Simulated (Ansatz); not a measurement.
# NMR crystallography of Li8La7Ge10: given against relaxed positions

Start: a measured structure from the Crystallography Open Database (COD), atoms as given.

Space group Cmmm (No. 65); a = 6.9752, b = 34.0290, c = 4.5172 Å.

```csv
site,Wyckoff,site symmetry,x,y,z
Li1,8q,..m,0.1879,0.0739,0.5000
Li5,8p,..m,0.3122,0.1440,0.0000
La9,4j,m2m,0.5000,0.6601,0.5000
La11,4j,m2m,0.5000,0.7790,0.5000
La13,4i,m2m,0.5000,0.9417,0.0000
La15,2a,mmm,0.0000,0.0000,0.0000
Ge16,8p,..m,0.6799,0.7162,0.0000
Ge20,4j,m2m,0.5000,0.8729,0.5000
Ge22,4i,m2m,0.5000,0.5939,0.0000
Ge24,4h,2mm,0.3185,0.0000,0.5000
```

One atom of each set is listed; the run and its k-mesh use a cell of 25 atoms with edges of 17.37, 17.37, 4.52 Å.

The numbers come from a DFT calculation in Ansatz (PBE, plane waves and PAW, scalar-relativistic, 420 eV cutoff, Γ-centred 5×5×7 k-points, Fermi–Dirac smearing 0.05 eV).

The largest force at the start is 0.17 eV/Å. Relaxing the ions at fixed cell moves them by 0.031 Å at most (atom 1, Li) and 0.016 Å rms.

| site | moved (Å) | first shell before | first shell after | V_zz before (10²¹ V/m²) | η before |
| --- | --- | --- | --- | --- | --- |
| Li1 | 0.031 | 1 Li at 2.62 Å, 4 Ge at 2.67–2.83 Å | 1 Li at 2.64 Å, 4 Ge at 2.69–2.80 Å | 0.063 | 0.07 |
| Li5 | 0.013 | 1 Li at 2.62 Å, 4 Ge at 2.62–2.77 Å | 1 Li at 2.60 Å, 4 Ge at 2.62–2.76 Å | -0.053 | 0.60 |
| La9 | 0.001 | 6 Li at 3.19–3.21 Å, 6 Ge at 3.19–3.21 Å; also 2 Ge at 3.66 Å | 6 Ge at 3.19–3.21 Å, 6 Li at 3.19 Å; also 2 Ge at 3.67 Å | 7.32 | 0.34 |
| La11 | 0.005 | 9 Ge at 3.18–3.35 Å, 4 Li at 3.70 Å, 5 La at 4.01–4.06 Å; also 2 La at 4.52 Å | 9 Ge at 3.18–3.36 Å, 4 Li at 3.71 Å, 5 La at 4.00–4.06 Å; also 2 La at 4.52 Å | 5.53 | 0.29 |
| La13 | 0.009 | 6 Li at 3.18–3.20 Å, 6 Ge at 3.25–3.26 Å; also 2 Ge at 3.69 Å | 6 Li at 3.18–3.19 Å, 6 Ge at 3.25–3.26 Å; also 2 Ge at 3.70 Å | 8.53 | 0.03 |
| La15 | 0.000 | 6 Ge at 3.17–3.20 Å | 6 Ge at 3.16–3.20 Å | 7.64 | 0.21 |
| Ge16 | 0.018 | 2 Ge at 2.50–2.51 Å, 1 Li at 2.62 Å; also 4 La at 3.18–3.21 Å | 2 Ge at 2.52–2.53 Å, 1 Li at 2.62 Å; also 4 La at 3.18–3.21 Å | -7.60 | 0.76 |
| Ge20 | 0.012 | 6 Li at 2.67–2.83 Å | 6 Li at 2.67–2.80 Å | 7.67 | 0.29 |
| Ge22 | 0.002 | 6 Li at 2.70–2.77 Å, 3 La at 3.19–3.20 Å | 6 Li at 2.70–2.76 Å, 3 La at 3.19–3.20 Å | 7.86 | 0.04 |
| Ge24 | 0.010 | 1 Ge at 2.53 Å, 2 Li at 2.67 Å; also 6 La at 3.17–3.26 Å | 1 Ge at 2.55 Å, 2 Li at 2.69 Å; also 6 La at 3.16–3.26 Å | 7.93 | 0.18 |

(1) How do the gradients change?

## Answers

(1) 

| site | V_zz after | η after | change of V_zz |
| --- | --- | --- | --- |
| Li1 | 0.045 | 0.10 | -0.02 |
| Li5 | -0.056 | 0.58 | 0.00 |
| La9 | 7.49 | 0.31 | +0.17 |
| La11 | 5.33 | 0.43 | -0.20 |
| La13 | 8.67 | 0.04 | +0.14 |
| La15 | 7.46 | 0.27 | -0.18 |
| Ge16 | -8.05 | 0.70 | -0.45 |
| Ge20 | 7.46 | 0.27 | -0.21 |
| Ge22 | 7.87 | 0.07 | +0.01 |
| Ge24 | 8.25 | 0.23 | +0.32 |

The largest change of V_zz is on Ge16, from -7.60 to -8.05. In per cent, |V_zz| changes by -4 to +2 on La, -3 to +6 on Ge (all sites that start above 2).

With no gap above 0.1 eV, as in a metal, the gradients converge slowly in k; expect changes of a tenth or more on a denser mesh. Without spin–orbit coupling (the program notes it for La) the gradients can shift somewhat, as the gap is small. With these PAW files V_zz is typically within 2 to 3 % of all-electron values, but misses above 10 % occur on Li.
